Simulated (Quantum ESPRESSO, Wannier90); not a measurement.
BeBr2 (Ibam): Wannier90 run

```xyz
6
Lattice="0.0000 0.0000 5.5574 5.7331 0.0000 0.0000 -2.8666 5.2901 -2.7787" Properties=species:S:1:pos:R:3 pbc="T T T"
Be     0.0000     0.0000     1.3894
Be     0.0000     0.0000    -1.3894
Br     1.2012     1.1997     0.0000
Br    -1.2012    -1.1997     0.0000
Br     1.2012    -1.1997     2.7787
Br    -1.2012     1.1997    -2.7787
```

Cell from Materials Project (mp-30139), symmetrised, no further relaxation. COD (Crystallography Open Database) has an entry of this formula and space group (matched by these alone). Level: PBEsol, no spin polarisation, no spin-orbit coupling; pw.x of Quantum ESPRESSO at 71 Ry with PseudoDojo potentials, 4×4×4 k-points, Wannier90. Density: 6×6×6 mesh, cold smearing 0.01 Ry. The cell is built of weakly bound layers, chains or molecules, whose nearest atoms lie 4.04 Å apart. Database cells relaxed without dispersion often hold them too far apart, which can enlarge gaps and weakens couplings between them; spacing and stacking were not compared with the measured crystal. Spin-orbit coupling, left out, would split the p-like bands by a few tenths of an eV.

Bands 3-18 form an isolated set from -14.17 to 0.00 eV relative to the valence-band maximum (on the path) and are turned into 16 Wannier functions by minimising the spread from the start: atomic waves Br 4p, Br 4s.

### Question
Where do the functions sit, how wide are they and what are they made of?

### Answer
```tsv
functions	spread (Å²)	nearest atom, distance (Å)	second atom, distance (Å)	weight on atomic waves
8	1.20	Br 0.45	Be 2.38	Br 4p 69 %, Br 4s 30 %
8	1.19	Br 0.65	Be 1.55	Br 4p 70 %, Br 4s 18 %, Be 2s 8 %
```

Ω_I = 16.01 Å², Ω_total = 19.14 Å²; the interpolated bands follow pw.x to 0.4 meV rms on the path. It is the lowest total spread that any start reached here.
